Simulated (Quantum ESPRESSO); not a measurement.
# W3MoSe5S3: finding a planted mistake in a log

A calculation, not a measurement. The program is pw.x of Quantum ESPRESSO 7.5 (plane-wave density functional theory). The cell is made up: 12 atoms on a layered 2H lattice, with randomly drawn elements, strain and displacements, not relaxed. PseudoDojo standard norm-conserving files (v0.5 for PBE, v0.4.1 for LDA and PBEsol) set the functional; there is no spin polarisation, spin-orbit coupling or dispersion term, and the masses in the input are unused placeholders.

Intended input:

```
&control calculation='scf', pseudo_dir='./dojo.nc.sr.pbe.v0_5.standard.upf', outdir='./o', disk_io='low', tprnfor=.true., tstress=.true. /
&system ibrav=0, nat=12, ntyp=4, nbnd=83, ecutwfc=85.99341389, nosym=.true., tot_charge=0,
 occupations='smearing', smearing='fd', degauss=0.0018374661
/
&electrons conv_thr=7.350e-09, electron_maxstep=60, /
ATOMIC_SPECIES
Mo 1.0 Mo.upf
S 1.0 S.upf
Se 1.0 Se.upf
W 1.0 W.upf
CELL_PARAMETERS angstrom
3.3029 0.0 0.0
0.0 5.7208 0.0
0.0 0.0 13.1788
ATOMIC_POSITIONS angstrom
W -0.0009 1.9392 3.3393
Mo 1.6847 0.9775 9.895
W 1.6362 4.7813 3.2771
W 0.017 3.7448 9.8987
Se -0.0275 1.8966 8.2572
S 0.0136 1.9523 11.534
Se 1.6421 0.9649 1.5947
S 1.6051 0.8822 5.0128
Se 1.7279 4.7745 8.2549
S 1.651 4.81 11.5448
Se -0.0455 3.8251 1.6278
Se -0.0548 3.8263 4.9635
K_POINTS automatic
7 4 2 1 1 1
```

The log is shortened where brackets say so; the opening notice, blank lines, dates and the lines on written files are dropped, and the path of the files is cut. It prints rydbergs, bohrs and kilobars, and counts compression as positive stress. Where no state is partly filled, the Fermi energy that it prints is only some level between the filled and the empty states on the mesh, and need not lie in the true gap.

Log of the intended run:

```
     Program PWSCF v.7.5
     Parallel version (MPI & OpenMP), running on       4 processor cores
     Number of MPI processes:                 4
     Threads/MPI process:                     1
     [start-up lines left out]
     bravais-lattice index     =            0
     lattice parameter (alat)  =       6.2416  a.u.
     unit-cell volume          =    1680.4464 (a.u.)^3
     number of atoms/cell      =           12
     number of atomic types    =            4
     number of electrons       =       154.00
     number of Kohn-Sham states=           83
     kinetic-energy cutoff     =      85.9934  Ry
     charge density cutoff     =     343.9737  Ry
     scf convergence threshold =      7.3E-09
     mixing beta               =       0.7000
     number of iterations used =            8  plain     mixing
     Exchange-correlation= PBE
                           (   1   4   3   4   0   0   0)
     [axes and pseudopotential details left out]
   Cartesian axes
     site n.     atom                  positions (alat units)
         1        W      tau(   1) = (  -0.0002725   0.5871204   1.0110206  )
         2        Mo     tau(   2) = (   0.5100669   0.2959520   2.9958521  )
         3        W      tau(   3) = (   0.4953828   1.4476066   0.9921887  )
         4        W      tau(   4) = (   0.0051470   1.1337915   2.9969724  )
         5        Se     tau(   5) = (  -0.0083260   0.5742227   2.4999849  )
         6        S      tau(   6) = (   0.0041176   0.5910866   3.4920827  )
         7        Se     tau(   7) = (   0.4971692   0.2921372   0.4828181  )
         8        S      tau(   8) = (   0.4859669   0.2670986   1.5176966  )
         9        Se     tau(   9) = (   0.5231463   1.4455479   2.4992885  )
        10        S      tau(  10) = (   0.4998638   1.4562960   3.4953526  )
        11        Se     tau(  11) = (  -0.0137758   1.1581035   0.4928396  )
        12        Se     tau(  12) = (  -0.0165915   1.1584668   1.5027703  )
     number of k points=    28  Fermi-Dirac smearing, width (Ry)=  0.0018
                       cart. coord. in units 2pi/alat
        k(    1) = (   0.0714286   0.0721687   0.0626556), wk =   0.0714286
        k(    2) = (   0.0714286   0.0721687  -0.0626556), wk =   0.0714286
     [further k points left out]
     Dense  grid:   181073 G-vectors     FFT dimensions: (  40,  64, 150)
     Estimated max dynamical RAM per process >     567.11 MB
     Estimated total dynamical RAM >       2.09 GB
     Initial potential from superposition of free atoms
     starting charge     153.9966, renormalised to     154.0000
     Starting wfcs are   97 randomized atomic wfcs
     total cpu time spent up to now is        9.3 secs
     per-process dynamical memory:   407.7 Mb
     Self-consistent Calculation
     iteration #  1     ecut=    85.99 Ry     beta= 0.70
     Davidson diagonalization with overlap
     ethr =  1.00E-02,  avg # of iterations =  2.0
     Threshold (ethr) on eigenvalues was too large:
     Diagonalizing with lowered threshold
     Davidson diagonalization with overlap
     ethr =  5.23E-04,  avg # of iterations =  2.1
     total cpu time spent up to now is       48.3 secs
     total energy              =   -1874.12932707 Ry
     estimated scf accuracy    <       0.83253164 Ry
     iteration #  2     ecut=    85.99 Ry     beta= 0.70
     Davidson diagonalization with overlap
     ethr =  5.41E-04,  avg # of iterations =  9.3
     total cpu time spent up to now is       79.9 secs
     total energy              =   -1872.51067287 Ry
     estimated scf accuracy    <      22.11898171 Ry
     [iterations 3 to 19 left out]
     iteration # 20     ecut=    85.99 Ry     beta= 0.70
     Davidson diagonalization with overlap
     ethr =  2.64E-11,  avg # of iterations =  2.8
     total cpu time spent up to now is      491.0 secs
     total energy              =   -1874.59248535 Ry
     estimated scf accuracy    <          8.0E-09 Ry
     iteration # 21     ecut=    85.99 Ry     beta= 0.70
     Davidson diagonalization with overlap
     ethr =  5.18E-12,  avg # of iterations =  5.4
     total cpu time spent up to now is      512.2 secs
     End of self-consistent calculation
     [lines on levels left out]
     the Fermi energy is    11.8613 ev
!    total energy              =   -1874.59248535 Ry
     estimated scf accuracy    <          2.7E-09 Ry
     smearing contrib. (-TS)   =      -0.00000000 Ry
     internal energy E=F+TS    =   -1874.59248535 Ry
     The total energy is F=E-TS. E is the sum of the following terms:
     one-electron contribution =   -1101.33915407 Ry
     hartree contribution      =     597.29675659 Ry
     xc contribution           =    -380.86747437 Ry
     ewald contribution        =    -989.68261350 Ry
     convergence has been achieved in  21 iterations
     Forces acting on atoms (cartesian axes, Ry/au):
     atom    1 type  4   force =    -0.01537810   -0.06708108    0.02052143
     atom    2 type  1   force =    -0.02610758   -0.00763497    0.09111074
     atom    3 type  4   force =    -0.02286454    0.02708378    0.04178427
     atom    4 type  4   force =     0.01429032    0.06085306    0.08841508
     atom    5 type  3   force =     0.02375605   -0.00520391   -0.03832633
     atom    6 type  2   force =     0.00322235   -0.01645719   -0.05570516
     atom    7 type  3   force =     0.00216044    0.01469149    0.02665581
     atom    8 type  2   force =     0.00997844    0.02763417   -0.09087260
     atom    9 type  3   force =    -0.02126391   -0.01007632   -0.00916709
     atom   10 type  2   force =     0.00545146   -0.02139751   -0.07528738
     atom   11 type  3   force =     0.01281081   -0.00816808   -0.01041691
     atom   12 type  3   force =     0.01394426    0.00575658    0.01128815
     Total force =     0.227837     Total SCF correction =     0.000371
     Computing stress (Cartesian axis) and pressure
          total   stress  (Ry/bohr**3)                   (kbar)     P=      -32.81
  -0.00023785  -0.00001213   0.00002636          -34.99       -1.78        3.88
  -0.00001213  -0.00018601   0.00000621           -1.78      -27.36        0.91
   0.00002636   0.00000621  -0.00024526            3.88        0.91      -36.08
     init_run     :      8.55s CPU      8.87s WALL (       1 calls)
     electrons    :    495.18s CPU    502.94s WALL (       1 calls)
     forces       :      4.03s CPU      4.08s WALL (       1 calls)
     stress       :     13.63s CPU     13.91s WALL (       1 calls)
     [timing details left out]
     PWSCF        :   8m41.90s CPU   8m50.43s WALL
     JOB DONE.
```

A second run was made from an input with one planted mistake. Its log:

```
     Program PWSCF v.7.5
     Parallel version (MPI & OpenMP), running on       4 processor cores
     Number of MPI processes:                 4
     Threads/MPI process:                     1
     [start-up lines left out]
     bravais-lattice index     =            0
     lattice parameter (alat)  =       6.2416  a.u.
     unit-cell volume          =    1680.4464 (a.u.)^3
     number of atoms/cell      =           12
     number of atomic types    =            4
     number of electrons       =       154.00
     number of Kohn-Sham states=           83
     kinetic-energy cutoff     =      85.9934  Ry
     charge density cutoff     =     343.9737  Ry
     scf convergence threshold =      7.3E-09
     mixing beta               =       0.7000
     number of iterations used =            8  plain     mixing
     Exchange-correlation= PBE
                           (   1   4   3   4   0   0   0)
     [axes and pseudopotential details left out]
   Cartesian axes
     site n.     atom                  positions (alat units)
         1        W      tau(   1) = (  -0.0002725   0.5871204   1.0110206  )
         2        Mo     tau(   2) = (   0.5100669   0.2959520   2.9958521  )
         3        W      tau(   3) = (   0.4953828   1.4476066   0.9921887  )
         4        W      tau(   4) = (   0.0051470   1.1337915   2.9969724  )
         5        Se     tau(   5) = (  -0.0083260   0.5742227   2.4999849  )
         6        S      tau(   6) = (   0.0041176   0.5910866   3.4920827  )
         7        Se     tau(   7) = (   0.4971692   0.2921372   0.4828181  )
         8        S      tau(   8) = (   0.4859669   0.2670986   1.5176966  )
         9        Se     tau(   9) = (   0.5231463   1.4455479   2.4992885  )
        10        S      tau(  10) = (   0.4998638   1.4562960   3.4953526  )
        11        Se     tau(  11) = (  -0.0137758   1.1581035   0.4928396  )
        12        Se     tau(  12) = (  -0.0165915   1.1584668   1.5027703  )
     number of k points=     1  Fermi-Dirac smearing, width (Ry)=  0.0018
                       cart. coord. in units 2pi/alat
        k(    1) = (  -0.5000000  -0.2886747  -0.1253111), wk =   2.0000000
     Dense  grid:   181073 G-vectors     FFT dimensions: (  40,  64, 150)
     Estimated max dynamical RAM per process >     366.49 MB
     Estimated total dynamical RAM >       1.30 GB
     Initial potential from superposition of free atoms
     starting charge     153.9966, renormalised to     154.0000
     Starting wfcs are   97 randomized atomic wfcs
     total cpu time spent up to now is        2.7 secs
     per-process dynamical memory:   201.4 Mb
     Self-consistent Calculation
     iteration #  1     ecut=    85.99 Ry     beta= 0.70
     Davidson diagonalization with overlap
     ethr =  1.00E-02,  avg # of iterations =  2.0
     total cpu time spent up to now is        5.6 secs
     total energy              =   -1873.57554763 Ry
     estimated scf accuracy    <       1.97994191 Ry
     iteration #  2     ecut=    85.99 Ry     beta= 0.70
     Davidson diagonalization with overlap
     ethr =  1.29E-03,  avg # of iterations =  9.0
     total cpu time spent up to now is       10.3 secs
     total energy              =   -1870.46355391 Ry
     estimated scf accuracy    <      41.20307145 Ry
     [iterations 3 to 20 left out]
     iteration # 21     ecut=    85.99 Ry     beta= 0.70
     Davidson diagonalization with overlap
     ethr =  9.35E-12,  avg # of iterations =  4.0
     total cpu time spent up to now is       67.0 secs
     total energy              =   -1874.80064708 Ry
     estimated scf accuracy    <          9.0E-09 Ry
     iteration # 22     ecut=    85.99 Ry     beta= 0.70
     Davidson diagonalization with overlap
     ethr =  5.86E-12,  avg # of iterations =  3.0
     total cpu time spent up to now is       69.8 secs
     End of self-consistent calculation
     [lines on levels left out]
     the Fermi energy is    11.2862 ev
!    total energy              =   -1874.80064708 Ry
     estimated scf accuracy    <          1.4E-09 Ry
     smearing contrib. (-TS)   =      -0.00000000 Ry
     internal energy E=F+TS    =   -1874.80064708 Ry
     The total energy is F=E-TS. E is the sum of the following terms:
     one-electron contribution =   -1100.41971150 Ry
     hartree contribution      =     596.19750555 Ry
     xc contribution           =    -380.89582763 Ry
     ewald contribution        =    -989.68261350 Ry
     convergence has been achieved in  22 iterations
     Forces acting on atoms (cartesian axes, Ry/au):
     atom    1 type  4   force =    -0.01413064   -0.08820701    0.03002562
     atom    2 type  1   force =    -0.01977510    0.02872155    0.09722920
     atom    3 type  4   force =    -0.02407811    0.00726967    0.03315220
     atom    4 type  4   force =     0.00641225    0.05356203    0.09897351
     atom    5 type  3   force =     0.01596212   -0.01308884   -0.09076443
     atom    6 type  2   force =     0.00556748   -0.02944480   -0.01182165
     atom    7 type  3   force =     0.00371600    0.02542432   -0.00203397
     atom    8 type  2   force =     0.01022393    0.04403506   -0.06196401
     atom    9 type  3   force =    -0.01435050   -0.01214497   -0.04622413
     atom   10 type  2   force =     0.00436754   -0.02943286   -0.04816529
     atom   11 type  3   force =     0.01067324   -0.00264205   -0.04776167
     atom   12 type  3   force =     0.01541179    0.01594789    0.04935463
     Total force =     0.247514     Total SCF correction =     0.000213
     Computing stress (Cartesian axis) and pressure
          total   stress  (Ry/bohr**3)                   (kbar)     P=      -21.30
  -0.00046484  -0.00000602   0.00003131          -68.38       -0.88        4.61
  -0.00000602  -0.00001180   0.00000419           -0.88       -1.74        0.62
   0.00003131   0.00000419   0.00004221            4.61        0.62        6.21
     init_run     :      2.47s CPU      2.57s WALL (       1 calls)
     electrons    :     66.01s CPU     67.14s WALL (       1 calls)
     forces       :      0.84s CPU      0.89s WALL (       1 calls)
     stress       :      2.21s CPU      2.29s WALL (       1 calls)
     [timing details left out]
     PWSCF        :   1m11.64s CPU   1m13.06s WALL
     JOB DONE.
```

Question: what was wrong in the second input?

Answer: the k-point mesh is too coarse. The input lines that differ, file-writing options aside:

```
- 7 4 2 1 1 1
+ 1 1 1 1 1 1
```

```
                                            intended run  run with the mistake
                          free energy (eV)    -25505.130            -25507.962
                    smearing term -TS (eV)        0.0000                0.0000
                            pressure (GPa)         -3.28                 -2.13
            largest force component (eV/Å)         2.343                 2.545
largest change of a force component (eV/Å)                               1.348
                                iterations            21                    22
```

For scale, a rerun of the intended cell at a cutoff of 1467 eV and k mesh 9 x 6 x 4 moved values by no more than 0.004 eV in energy, 0.02 GPa in stress and 0.003 eV/Å in force.